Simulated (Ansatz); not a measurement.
HfO₂:
```yaml
crystal:
  lattice:
    - [4.78957, 0.00000, 0.00000]
    - [0.00000, 4.78957, 0.00000]
    - [0.00000, 0.00000, 3.18606]
  atoms:
    - { symbol: Hf, position: [0.00000, 0.00000, 0.00000] }
    - { symbol: Hf, position: [0.50000, 0.50000, 0.50000] }
    - { symbol: O, position: [0.19511, 0.80489, 0.50000] }
    - { symbol: O, position: [0.80489, 0.19511, 0.50000] }
    - { symbol: O, position: [0.69511, 0.69511, 0.00000] }
    - { symbol: O, position: [0.30489, 0.30489, 0.00000] }
```

Relaxed with LDA.

Task: Give the optical modes at the zone centre with their infrared and Raman activity from DFPT, DFT-LDA in the program Ansatz with PAW potentials.

Result: Transverse frequencies, without the LO–TO term; a row sums one degenerate level.

```csv
ω (cm⁻¹),degeneracy,IR ((D/Å)²/amu),Raman (Å⁴/amu),activity,symmetry
93,1,0.00,0,silent,B1u
115,1,0.00,0.16,Raman,B1g
203,2,39.14,0,IR,Eu
221,2,11.50,0,IR,Eu
283,1,67.25,0,IR,A2u
384,1,0.00,0,silent,A2g
422,1,0.00,0,silent,B1u
469,2,68.90,0,IR,Eu
496,2,0.00,110,Raman,Eg
645,1,0.00,150,Raman,A1g
806,1,0.00,4.2,Raman,B2g
```

Task: How high does the top mode go among those that the LO–TO term moves?

Result: 735 cm⁻¹ for q along x, 735 cm⁻¹ for q along y, 675 cm⁻¹ for q along z.

Space group P4_2/mnm (rutile). The workflow started from a Materials Project entry (that database holds measured and hypothetical structures alike); the Crystallography Open Database copy checked does not list it. It is not the phase usual at ambient conditions (space group No. 14, 29). Symmetry was held in the LDA relaxation; whether a distortion lowers the energy is not shown. No spin polarisation was allowed. Spin–orbit coupling is left out wherever it is not named.

Potentials: the earlier of the program's two PAW sets. The files were generated under PBE; for other functionals the program regenerates the frozen cores, and for LDA and PBEsol the local potential too.
